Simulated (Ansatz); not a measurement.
One stationary structure of BN. Computed with PBEsol (plane waves to 420 eV, PAW, scalar-relativistic; Ansatz, a quantum-chemistry and plane-wave program).

```cif
data_B3N3
_chemical_formula_sum 'B3 N3'
_space_group_name_H-M_alt 'P 1'
_space_group_IT_number 1
_cell_length_a 4.24967
_cell_length_b 4.24967
_cell_length_c 4.24967
_cell_angle_alpha 114.402
_cell_angle_beta 114.402
_cell_angle_gamma 114.402
loop_
_space_group_symop_operation_xyz
  'x, y, z'
loop_
_atom_site_label
_atom_site_type_symbol
_atom_site_fract_x
_atom_site_fract_y
_atom_site_fract_z
_atom_site_occupancy
B1 B 0.13167 0.78396 0.78396 1
B2 B 0.78396 0.13167 0.78396 1
B3 B 0.78396 0.78396 0.13167 1
N1 N 0.56936 0.92213 0.92213 1
N2 N 0.92213 0.56936 0.92213 1
N3 N 0.92213 0.92213 0.56936 1
```

**Question.** Find the space group and the Wyckoff positions (tolerance 0.01 Å).

**Answer.** Space group R3m, hexagonal axes (No. 160); a = b = 7.144 Å, c = 3.068 Å, α = β = 90.00°, γ = 120.00°

```csv
atom,site,symmetry,x,y,z
B,9b,.m,0.5508,0.1015,0.2332
N,9b,.m,0.4315,0.2157,0.1379
```

**Question.** Give the shortest distances between elements (the closest pairs, up to four, under 3.6 Å).

**Answer.** B–N 1.44 Å; B–B 2.48 Å; N–N 2.52 Å.

The volume per atom is 7.53 Å³, the density comes out as 2.73 g/cm³ and the band gap comes out as 2.83 eV, indirect (valence top at k = (0.1667, 0.1667, -0.4167), conduction bottom at T) (no spin-orbit coupling). The smallest direct gap is 4.07 eV at 64 % of the way from L to T.

No spin polarisation in the result.

The run could not lose the symmetry of its start.

The first start was generated by placing the elements on the sites of a structure type. Materials Project lists a structure of BN in the same space group, R3m (No. 160); the sites were not compared with it, nor with measured phases. Known forms of BN include space group No. 186, 194, 216.
